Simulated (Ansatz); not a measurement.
TeAs (Fm-3m), trigonal deformation path

Theory: Ansatz, DFT r2SCAN, scalar-relativistic, plane waves, PAW. Settings: plane waves to 500 eV, k-mesh 16×16×16 (Γ-centred), Gaussian smearing 0.15 eV. No spin polarisation. Energies are free energies at this smearing, counted from the undisturbed cell; pressure is positive in compression.

The starting cell (as given, not relaxed at this level; it stands at -1.1 GPa, and it needn't be the usual structure):

```
Te As
1.0
     0.00000    2.96767    2.96767
     2.96767    0.00000    2.96767
     2.96767    2.96767    0.00000
Te As
1 1
Cartesian
  2.9677 2.9677 2.9677
  0.0000 0.0000 0.0000
```

At fixed volume and fractional coordinates, lengths along (0.577, 0.577, 0.577) are scaled against those across it; ρ is that ratio over its starting value. The cell is metallic on the mesh throughout. At ρ = 0.500 the cell becomes cubic (Pm-3m), and there the slope of the energy vanishes by symmetry.

```csv
ρ,ΔE (meV/atom)
0.500,463.6
0.600,367.9
0.710,164.7
0.850,34.9
0.930,7.5
1.000,0.0
1.080,9.9
1.200,57.7
1.410,234.3
1.700,527.5
2.000,680.8
```

(1) Predict the pressure (GPa) at each point.

Results:

(1)
| ρ | pressure (GPa) |
| --- | --- |
| 0.500 | -5.9 |
| 0.600 | -5.0 |
| 0.710 | -3.6 |
| 0.850 | -1.8 |
| 0.930 | -1.3 |
| 1.000 | -1.1 |
| 1.080 | -1.3 |
| 1.200 | -1.9 |
| 1.410 | -3.1 |
| 1.700 | -4.6 |
| 2.000 | -4.8 |

Cost: 11 runs of about 9.5 core-minutes in all, on Arm Neoverse V1 (shared hosts).